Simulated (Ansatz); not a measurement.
Consider the following.

WS2:
```
CELL_PARAMETERS angstrom
      3.12682     0.00000     0.00000
     -1.56341     2.70791     0.00000
      0.00000     0.00000    12.15594
ATOMIC_POSITIONS crystal
  W  0.33333 0.66667 0.25000
  W  0.66667 0.33333 0.75000
  S  0.33333 0.66667 0.62150
  S  0.66667 0.33333 0.12150
  S  0.66667 0.33333 0.37850
  S  0.33333 0.66667 0.87850
```

This is the LDA-relaxed structure. x, y and z are the axes in which the lattice vectors are written.

Question: All from LDA (plane waves, PAW; program Ansatz), unless another level is named. Estimate the highest zone-centre frequency (without LO–TO term).

Answer: 54.7 meV.

Question: Give the Debye temperature from the elastic constants.

Answer: 312 K.

Question: And the elastic constants (relaxed ions, GPa)?

Answer: C11 = 263, C12 = 56.3, C13 = 10.5, C33 = 51.4, C44 = 20.4.

Space group P6_3/mmc. Symmetry was held in the LDA relaxation; phonons on a q-mesh show no instability. The run is not spin-polarised. A crystal of weakly bound layers computed without a dispersion correction: the cell and the soft elastic constants depend strongly on that. Scalar-relativistic: spin–orbit coupling is off unless named, which matters more the heavier the elements.

Potentials: the later of the program's two PAW sets.
